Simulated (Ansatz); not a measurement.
A geometry of Cu away from equilibrium: step 4 of the relaxation of a relaxed Cu cell, doubled along one cell vector, shaken by Gaussian noise of σ = 0.08 Å a coordinate. Calculation: r2SCAN (plane waves to 500 eV, PAW, scalar-relativistic; Ansatz, a program for electronic structure). Γ-centred k-mesh 14×7×14 on the run's cell (coarser than for final values), Fermi–Dirac smearing 0.05 eV. The plane waves were selected for a different cell earlier on the path.

```xyz
2
Lattice="2.3742 0.0017 0.0023 0.0035 4.5554 0.0017 0.0023 0.0008 2.3731" Properties=species:S:1:pos:R:3 pbc="T T T"
Cu     0.8594     1.1746     1.0425
Cu     1.4914     3.4690     1.4387
```

Give the Cartesian forces on all atoms (eV/Å).


| atom | Fx | Fy | Fz |
|---|---|---|---|
| Cu1 | -0.43 | 0.11 | -0.31 |
| Cu2 | 0.43 | -0.11 | 0.31 |

The path ends in Fm-3m (No. 225) (fcc (Cu type)). No spin polarisation in the result.

The run could not lose the symmetry of its start.

Of the parent cell (Pm-3m (No. 221)): it is a generated cell of Cu: the first start was made by a random draw of sites in a space group, and the end was not matched to a known phase here, so it may be hypothetical. Known forms of Cu include space group No. 225.
